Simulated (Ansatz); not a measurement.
The relaxed structure here is a generated cell of ZnO: the first start was made by placing the elements on the sites of a structure type, and the end was not matched to a known phase here, so it may be hypothetical. Known forms of ZnO include space group No. 186.

A relaxed structure of ZnO. Space group R3m (No. 160), AFLOW prototype AB_hR6_160_3a_3a (as in SiC). Computed with PBE (plane waves to 420 eV, PAW, scalar-relativistic; Ansatz, a program for electronic structure).

```cif
data_O3Zn3
_chemical_formula_sum 'O3 Zn3'
_space_group_name_H-M_alt 'P 1'
_space_group_IT_number 1
_cell_length_a 8.18368
_cell_length_b 8.18368
_cell_length_c 8.18368
_cell_angle_alpha 23.079
_cell_angle_beta 23.079
_cell_angle_gamma 23.079
loop_
_space_group_symop_operation_xyz
  'x, y, z'
loop_
_atom_site_label
_atom_site_type_symbol
_atom_site_fract_x
_atom_site_fract_y
_atom_site_fract_z
_atom_site_occupancy
O1 O 0.99965 0.99965 0.99965 1
O2 O 0.22193 0.22193 0.22193 1
O3 O 0.77758 0.77758 0.77758 1
Zn1 Zn 0.08368 0.08368 0.08368 1
Zn2 Zn 0.30576 0.30576 0.30576 1
Zn3 Zn 0.86140 0.86140 0.86140 1
```

Question: Predict the band gap from PBE.

Answer: 0.71 eV, direct at Γ (no spin-orbit coupling).

No spin polarisation in the result.

The run could not lose the symmetry of its start: the end is stationary, and may be a saddle point rather than a minimum.
